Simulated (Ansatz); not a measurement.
An element in the fcc structure gives these cold pressures by all-electron LAPW under PBEsol (Ansatz 0.2.0, scalar-relativistic, no spin polarisation).

```
V (Å³/atom)  P (GPa)
       9.23    -0.05
       8.49     7.16
       7.75    19.27
       7.01     39.6
       6.28     74.3
       5.54    134.8
       4.80    244.5
       4.15    419.7
```

Question: Which element is it?

Answer: F. Its zero-pressure volume in this structure is near 9.2 Å³/atom; the volume and the steepness of P(V) together point to it, though neighbours can come close. This is the case that was computed; others weren't tested.
